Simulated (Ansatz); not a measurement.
# What DFT gives for La₃Al₂Sn₂

```
Al Sn La
1.0
     0.00000    0.00000    5.13103
     4.50707    0.00000    0.00000
     2.25353   10.12177   -2.56552
Al Sn La
2 2 3
Direct
  0.43780 0.06220 0.87560
  0.56220 0.93780 0.12440
  0.36290 0.63710 0.72580
  0.63710 0.36290 0.27420
  0.00000 0.50000 0.00000
  0.18290 0.81710 0.36580
  0.81710 0.18290 0.63420
```

Method: PBEsol, no spin polarisation; PAW, plane waves to 420 eV, 7×7×7 Γ-centred mesh, fermi-dirac occupations (width 0.1 eV) (Ansatz 0.2.0), atoms fixed.

Stress: The pressure is -6.8 GPa (compression positive), so with the atoms held at these fractions the cell would first shrink. The principal stresses -9.5, -5.7, -5.2 GPa differ, so its shape would change too.
Charges: Bader charges in e: La +1.14 to +1.25, Al -0.00, Sn -1.76. In the mean La gives up most and Sn takes most.
Formation energy: -0.48 eV an atom against the elements' usual phases (free molecules for gases, crystals otherwise, with no correction for O₂ or N₂), so it is bound against them; other compounds may still compete. Relaxing would lower it.
Electronic structure: It is a metal, with about 7.1 states/eV a cell as the mean within 0.25 eV of the Fermi level, mostly La d (70 %).

Origin: a known structure type with other elements, at an estimated volume, so it need not be a known compound. Caveats: f levels without a U or exact exchange are poorly placed.
